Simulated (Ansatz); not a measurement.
## A trial form of Be2Al

Computed with DFT PBE+D3(BJ), scalar-relativistic, plane waves, PAW (Ansatz 0.2.0). Cutoff 420 eV, Gaussian smearing, Γ-centred meshes. Cell and atoms relax first on a coarse mesh and then on a finer one. In between, the cell is made exact in the group found at 0.06 Å. In metals the finer mesh still leaves noise of several meV/atom or more. The steps can't lower the symmetry of their start. No spin polarisation.

Recipe of this trial structure of Be2Al: sheets of the MB2-top type stacked, one a cell (P6mm, No. 183) (elements of the layers in order: Be2Al (MB2-top type)). A sheet's type names the database crystal that the layer was cut from.

```cif
data_structure
_symmetry_space_group_name_H-M 'P6mm'
_symmetry_Int_Tables_number 183
_cell_length_a 3.5242
_cell_length_b 3.5242
_cell_length_c 3.9070
_cell_angle_alpha 90.000
_cell_angle_beta 90.000
_cell_angle_gamma 120.000
_cell_volume 42.03
loop_
_atom_site_label
_atom_site_type_symbol
_atom_site_symmetry_multiplicity
_atom_site_Wyckoff_symbol
_atom_site_fract_x
_atom_site_fract_y
_atom_site_fract_z
_atom_site_occupancy
Be1 Be 2 b 0.33333 0.66667 0.00000 1
Al1 Al 1 a 0.00000 0.00000 0.17073 1
```

Energies over the elements count from the elements' standard structures at the same level, with no fitted energy shifts.

Problem. Which structure results?

Solution. The symmetry goes from P6mm (No. 183) to P6/mmm (No. 191). The volume per atom shrinks by 25.3 %, from 14.0 to 10.5 Å³. The shortest distance goes from 2.03 Å (Be–Be) to 2.11 Å (Be–Be). The energy falls by about 0.73 eV/atom (the start's value is from the coarse mesh). The end is written in a standard setting, so origin, axes and order of atoms can differ from the start's. Conventional cell: a = 3.651 Å, c = 2.719 Å. Around Be lie 3 Be at 2.11 Å, 6 Al at 2.51 Å and 2 Be at 2.72 Å; Al has 12 Be at 2.51 Å and 2 Al at 2.72 Å.

```xyz
3
Lattice="3.6515 0.0000 0.0000 -1.8257 3.1623 0.0000 0.0000 0.0000 2.7192" Properties=species:S:1:pos:R:3 pbc="T T T"
Be    0.0000    2.1082    1.3596
Be    1.8257    1.0541    1.3596
Al    0.0000    0.0000    0.0000
```

Problem. How does it come out in energy, and is it a metal?

Solution. The formation energy is +0.25 eV/atom. The gap on the 15×15×16 mesh of the 3-atom cell is 0 eV (a metal).

It can't be a ground state, since the elements alone are lower.

The last run used Gaussian smearing of 0.10 eV. A structure relaxed within its symmetry needn't be a true minimum. In all, the 4 runs took 59 s on 1 thread of Intel(R) Xeon(R) Platinum 8488C (Sapphire Rapids), on a shared host.
